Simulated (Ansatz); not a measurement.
Relaxed-ion elastic tensor of ZrTa (CsCl type, Pm-3m) in GPa (Voigt order), PBEsol in the plane-wave PAW code Ansatz; density 11.53 g/cm³, 19.59 Å³ per atom.

```json
[
 {"": "1", "1": "162", "2": "128", "3": "128", "4": "0.0", "5": "0.0", "6": "0.0"},
 {"": "2", "1": "128", "2": "162", "3": "128", "4": "0.0", "5": "0.0", "6": "0.0"},
 {"": "3", "1": "128", "2": "128", "3": "162", "4": "0.0", "5": "0.0", "6": "0.0"},
 {"": "4", "1": "0.0", "2": "0.0", "3": "0.0", "4": "40.4", "5": "0.0", "6": "0.0"},
 {"": "5", "1": "0.0", "2": "0.0", "3": "0.0", "4": "0.0", "5": "40.4", "6": "0.0"},
 {"": "6", "1": "0.0", "2": "0.0", "3": "0.0", "4": "0.0", "5": "0.0", "6": "40.4"}
]
```

Task: Is the crystal mechanically stable?

Result: Yes: the smallest eigenvalue of C is 34.5 GPa.

Task: Work out the Voigt, Reuss and Hill averages.

Result: K_V = 139, K_R = 139, K_H = 139; G_V = 31.2, G_R = 26.3, G_H = 28.7 GPa.

Task: Give Young's modulus, Poisson's ratio, Pugh's ratio and the universal anisotropy index.

Result: E = 9KG/(3K + G) = 80.6 GPa; ν = 0.40; K/G = 4.85 (ductile by the Pugh limit of 1.75); A_U = 5G_V/G_R + K_V/K_R − 6 = 0.93.

Task: Estimate the sound speeds and the Debye temperature.

Result: v_l = √((K + 4G/3)/ρ) = 3930 m/s, v_t = √(G/ρ) = 1580 m/s, mean 1790 m/s; Θ = (h/k)(3n/4πV)^(1/3) v_m = 197 K.

Task: Give the Zener ratio and Young's modulus along [100], [110] and [111].

Result: A = 2C44/(C11 − C12) = 2.35; 1/E = S11 − 2(S11 − S12 − S44/2)Γ with Γ = 0, 1/4, 1/3 gives 49.6, 84.6, 111 GPa.

Task: Solve the Christoffel equation for the three sound speeds along [100], [110], [111].

Result: Eigenvalues of C_ijkl n_j n_l equal ρv². In km/s, slowest first: [100] 1.87, 1.87, 3.75; [110] 1.22, 1.87, 4.01; [111] 1.47, 1.47, 4.09.

The start of the workflow was typed in or built on a structure type; neither database checked (COD, Materials Project) lists it. Whether it is the stable phase at ambient conditions was not checked. The PBEsol relaxation kept the symmetry of its start; whether a distortion lowers the energy is not shown. No spin polarisation was allowed. Its formation energy is positive at this level, so the cell may be metastable or incomplete. As this level gives no gap, shear constants depend on the k-mesh and smearing (Fermi–Dirac, 0.1 eV here). Scalar-relativistic: spin–orbit coupling is off unless named, which matters more the heavier the elements.

Potentials: the earlier of the program's two PAW sets. The files were generated under PBE; for other functionals the program regenerates the frozen cores, and for LDA and PBEsol the local potential too.
